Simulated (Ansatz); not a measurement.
**ZnInGaO$_{4}$: do energies and stresses tell the same story?**

These are results of Ansatz 0.2.0, DFT PBEsol, scalar-relativistic, plane waves, PAW, not measurements.

Cutoff 420 eV; k points 12×12×12 on the computed 7-atom cell (Γ-centred); Gaussian smearing, width 0.02 eV; no spin polarisation.

Relaxed cell: R3m, a = 3.315 Å, b = 3.315 Å, c = 25.749 Å, α = 90.00°, β = 90.00°, γ = 120.00°, 7 atoms in the primitive cell. Whether it is the stable form of this composition wasn't checked.

Energies at zero smearing and pressures from the stress tensor, at volumes with shape and atoms relaxed:
```
V (Å³/atom) E − E(first) (meV/atom) P (GPa)
     10.268                     0.00    29.24
     10.618                   -53.52    20.01
     10.968                   -88.47    12.21
     11.318                  -107.72     5.60
     11.668                  -113.67     0.01
     12.019                  -108.37    -4.74
     12.369                   -93.53    -8.74
     12.835                   -61.43   -13.13
```

**Question.** Check P = −dE/dV between neighbouring volumes, and get the bulk modulus from the pressures alone.

**Answer.** With 1 eV/Å³ = 160.2 GPa:
| middle V (Å³/atom) | −ΔE/ΔV (GPa) | mean P (GPa) |
| --- | --- | --- |
| 10.443 | 24.495 | 24.621 |
| 10.793 | 15.997 | 16.106 |
| 11.143 | 8.811 | 8.903 |
| 11.493 | 2.726 | 2.803 |
| 11.843 | -2.430 | -2.365 |
| 12.194 | -6.789 | -6.740 |
| 12.602 | -11.021 | -10.939 |

The two differ by 0.13 GPa at most. The mean of two end pressures misses the average over a step by about ΔV² P″/12, up to 0.13 GPa here; with that taken off 0.01 GPa remains. Around V = 11.668 Å³/atom, the two neighbours give B = −V ΔP/ΔV = 11.668 × 10.34 / 0.700 = 172.3 GPa, against B0 = 171.2 GPa from the Birch–Murnaghan fit of the energies.